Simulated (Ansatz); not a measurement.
YNi2P2:
```xyz
5
Lattice="-1.9141 1.9141 4.6526 1.9141 -1.9141 4.6526 1.9141 1.9141 -4.6526" Properties=species:S:1:pos:R:3 pbc="T T T"
P      0.0000     0.0000     3.5022
P      0.0000     0.0000     5.8031
Ni     0.0000     1.9141     2.3263
Ni     1.9141     0.0000     2.3263
Y      0.0000     0.0000     0.0000
```

Relaxed with PBEsol.

Problem. Give the Bader charges and basin volumes of the independent atoms, DFT-PBEsol in the program Ansatz with PAW potentials.

Solution. 

| atom | Bader charge (e) | Bader volume (Å³) |
|---|---|---|
| P1 | -0.70 | 15.6 |
| Ni3 | -0.11 | 11.5 |
| Y5 | +1.61 | 13.9 |

Space group I4/mmm. The workflow started from an entry of the Crystallography Open Database (COD). Its standing as an ambient phase is unchecked. The PBEsol relaxation kept the symmetry of its start; whether a distortion lowers the energy is not shown. The workflow began spin-polarised and lost its moments.

Potentials: the later of the program's two PAW sets.
